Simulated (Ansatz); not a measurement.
Ansatz (a first-principles code) input:

Ansatz 0.2 input:
```yaml
crystal:
  lattice:
    - [0.0, 2.4022390404, 2.4022390404]
    - [2.4022390404, 0.0, 2.4022390404]
    - [2.4022390404, 2.4022390404, 0.0]
  atoms:
    - { symbol: Fe, position: [0.0, 0.0, 0.0] }
    - { symbol: Fe, position: [0.25, 0.25, 0.25] }
kpoints:
  mp_grid: { grid: [31, 31, 31] }
hamiltonian:
  xc: pbesol
  pseudopotentials: { kind: paw }
scf:
  occupations: { method: fermi_dirac, width: 0.1 }
elastic: { mode: relaxed_ion, stencil: two_point, amplitude: 0.005, f_tol: 0.0005 }
```

Output (shortened):

```
Pseudopotential: Fe, paw, valence charge 16
Functional definition: PBEsol
Crystal: 2 atoms, lattice volume = 27.725 Å³
Basis set: ecut = 420 eV, 537 PW (Γ), exchange–correlation on 48×48×48 points (8 copies of the dense FFT grid, shifted against one another)
Bands: 20, of which v1, the nominal top of the filled ones, is band 16 counted from 1 (15 counted from 0)
Symmetry: 48 space group operations
Space group: Fd-3m (ITA 227), of the structure as read, at distance tolerance 3.0e-5 Å
k-points: 816 of 29791
SCF 1 converged in 10 iterations: F = -8895.146239 eV  dr2 = 2.38e-14
Crystal: 2 atoms, lattice volume = 27.587 Å³
Basis set: ecut = 420 eV, 535 PW (Γ), exchange–correlation on 48×48×48 points (8 copies of the dense FFT grid, shifted against one another)
Symmetry: 16 space group operations
k-points: 2176 of 29791
SCF 2 converged in 10 iterations: F = -8895.145664 eV  dr2 = 2.57e-15
Crystal: 2 atoms, lattice volume = 27.864 Å³
SCF 3 converged in 8 iterations: F = -8895.146085 eV  dr2 = 1.35e-14
Crystal: 2 atoms, lattice volume = 27.725 Å³
Symmetry: 8 space group operations
k-points: 4096 of 29791
SCF 4 converged in 11 iterations: F = -8895.146145 eV  dr2 = 9.38e-14
relax step   1: F+E_penalty+E_count = -8895.14614543 eV  Δ(F+E_penalty+E_count) = +0.000e0 eV  max|allowed force component| = 6.723e-2 eV/Å  Δτ_max = 0.0000 Å  (11 SCF iters, accepted)
Crystal: 2 atoms, lattice volume = 27.725 Å³
SCF 5 converged in 9 iterations: F = -8895.146265 eV  dr2 = 4.59e-15
relax step   2: F+E_penalty+E_count = -8895.14626525 eV  Δ(F+E_penalty+E_count) = -1.198e-4 eV  max|allowed force component| = 4.158e-2 eV/Å  Δτ_max = 0.0011 Å  (9 SCF iters, accepted)
Crystal: 2 atoms, lattice volume = 27.725 Å³
SCF 6 converged in 9 iterations: F = -8895.146339 eV  dr2 = 2.42e-14
relax step   3: F+E_penalty+E_count = -8895.14633946 eV  Δ(F+E_penalty+E_count) = -7.421e-5 eV  max|allowed force component| = 4.404e-6 eV/Å  Δτ_max = 0.0018 Å  (9 SCF iters, accepted)
Crystal: 2 atoms, lattice volume = 27.725 Å³
SCF 7 converged in 6 iterations: F = -8895.146339 eV  dr2 = 2.35e-16
Crystal: 2 atoms, lattice volume = 27.725 Å³
SCF 8 converged in 11 iterations: F = -8895.146145 eV  dr2 = 9.47e-14
relax step   1: F+E_penalty+E_count = -8895.14614543 eV  Δ(F+E_penalty+E_count) = +0.000e0 eV  max|allowed force component| = 6.723e-2 eV/Å  Δτ_max = 0.0000 Å  (11 SCF iters, accepted)
Crystal: 2 atoms, lattice volume = 27.725 Å³
SCF 9 converged in 9 iterations: F = -8895.146339 eV  dr2 = 6.94e-14
relax step   2: F+E_penalty+E_count = -8895.14633946 eV  Δ(F+E_penalty+E_count) = -1.940e-4 eV  max|allowed force component| = 2.724e-6 eV/Å  Δτ_max = 0.0029 Å  (9 SCF iters, accepted)
Crystal: 2 atoms, lattice volume = 27.725 Å³
SCF 10 converged in 6 iterations: F = -8895.146339 eV  dr2 = 6.09e-16
SCF converged after 10 iterations
Free energy (F): -8895.146239 eV
Harris-Foulkes:  -8895.146239 eV  (|F-HF|=0.00e0)
Internal energy: -8895.067182 eV  (E = F + TS)
E sigma→0 (E₀):  -8895.106710 eV
Entropy (-TS):   -0.079057 eV (-39.529 meV/atom)
Fermi energy:    14.194040 eV
--- Per-component energies (eV) ---
  E_band       = -564.083930
  E_kinetic    = 715.056508
  E_local      = -5203.328717  (includes V_loc(G=0)·N_el)
  E_nonlocal   = 436.617837
  E_hartree    = 2195.948377
  E_xc         = -234.739842
  E_vxc        = -303.572363  (∫ρ·V_xc dr)
  E_paw        = -2671.878381  (= ΣΔE_a)
  E_vpaw       = -600.755716  (= ΣTr[D̂ρ^β])
  E_aug_tail   = 0.001769  (compensation charges beyond the density's cutoff)
  E_ewald      = -4133.103135
  E_core_change = 0.358403  (= ΣΔE_core)
  E_smearing   = -0.079057  (= −TS)
  E_closure    =  0.000000  (closes the sum)
  Σ components = -8895.146239   (vs F -8895.146239, Δ=0.00e0)
--- Forces (eV/Å), atoms counted from 1 ---
  atom   1  Fe     0.00000000     0.00000000     0.00000000
  atom   2  Fe     0.00000000     0.00000000     0.00000000
  max |Σ_I F_I| component: 1.85e-17 eV/Å
--- Stress (GPa, compression-positive) ---
        0.243984       0.000000       0.000000
        0.000000       0.243984       0.000000
        0.000000       0.000000       0.243984
  P = ⅓ Tr σ = 0.2440 GPa (2.440 kbar)
--- Band table (eV; the first three rows and the last of 816) ---
  k-point 0: bands = ["-72.7034", "-72.2466", "-39.0462", "-39.0462", "-39.0462", "-38.3721", "-38.3721", "-38.3721", "7.2430", "11.2589", "11.2589", "11.6157", "11.6157", "11.6157", "13.7724", "13.7724", "13.7724", "15.5294", "15.5294", "28.8348"]
  k-point 1: bands = ["-72.7025", "-72.2474", "-39.0471", "-39.0471", "-39.0462", "-38.3724", "-38.3712", "-38.3712", "7.2654", "11.2427", "11.2427", "11.6168", "11.6382", "11.6382", "13.7594", "13.7702", "13.7702", "15.5294", "15.5294", "27.9842"]
  k-point 2: bands = ["-72.6998", "-72.2499", "-39.0497", "-39.0497", "-39.0460", "-38.3731", "-38.3686", "-38.3686", "7.3322", "11.2048", "11.2048", "11.6204", "11.6944", "11.6944", "13.7208", "13.7645", "13.7645", "15.5290", "15.5290", "26.9543"]
  k-point 815: bands = ["-72.4793", "-72.4633", "-39.2076", "-39.2013", "-38.7330", "-38.6981", "-38.2224", "-38.2171", "10.3647", "10.4015", "12.0446", "12.1025", "12.5940", "12.7036", "13.0727", "13.1472", "15.7402", "15.7536", "17.3889", "17.6013"]
--- Elastic constants: 2 strain directions × 2 members + reference (group order 48) ---
  dense FFT box of the reference and of every strained cell: 24×24×24
  strains applied: 11, 23; error gains: componentwise 1.00 (the most a stress slope's error grows in a printed constant), spectral 1.73 (1 for all six strains …
  C = ∂σ_k/∂η_j (tension-positive GPa; Voigt order 11 22 33 23 13 12):
       167.829    178.355    178.355      0.000      0.000      0.000
       178.355    167.829    178.355      0.000      0.000      0.000
       178.355    178.355    167.829      0.000      0.000      0.000
         0.000      0.000      0.000    -47.275      0.000      0.000
         0.000      0.000      0.000      0.000    -47.275      0.000
         0.000      0.000      0.000      0.000      0.000    -47.275
  reference stress σ⁰ (GPa):     -0.244     -0.244     -0.244      0.000      0.000      0.000
  moduli (Voigt/Reuss/Hill, GPa): K = 174.85/174.85/174.85   G = -30.47/-11.27/-20.87   E = -65.21   ν = 0.562
  mechanically stable: NO (min eigenvalue of sym C = -47.28 GPa)
  strain η (Voigt 11):  stress-route row diagonal C_11 = 167.83 GPa, energy-path curvature d²(F+E_count+ΔE)/dδ²/Ω₀ = 168.19 GPa
         δ    σ_11 (GPa)             F (eV)   n_scf  n_hpsi   n_pw
    -5.000e-3      -1.0878       -8895.1456638      10  971563    554   relax 0 steps, max|allowed force component| 2.22e-16 eV/Å
     5.000e-3       0.5905       -8895.1460849       8  818753    560   relax 0 steps, max|allowed force component| 2.22e-16 eV/Å
  strain η (Voigt 23):  stress-route row diagonal C_44 = -47.28 GPa, energy-path curvature d²(F+E_count+ΔE)/dδ²/Ω₀ = -47.16 GPa
         δ    σ_23 (GPa)             F (eV)   n_scf  n_hpsi   n_pw
    -5.000e-3       0.2364       -8895.1463395       6  1086498    556   relax 3 steps, max|allowed force component| 4.40e-6 eV/Å
     5.000e-3      -0.2364       -8895.1463395       6  1103136    556   relax 2 steps, max|allowed force component| 2.72e-6 eV/Å
```

Cost: roughly 10 core-minutes on shared cores.

The start of the workflow was typed in or built on a structure type; neither database checked (COD, Materials Project) lists it. It is not the phase usual at ambient conditions (space group No. 229). Symmetry was held in the PBEsol relaxation. At this level the phase is mechanically unstable. No spin polarisation was allowed. The volume moved by -26 % from the start of the relaxation. As this level gives no gap, shear constants depend on the k-mesh and smearing (Fermi–Dirac, 0.1 eV here).

Potentials: the later of the program's two PAW sets.

Ansatz is a plane-wave DFT program.
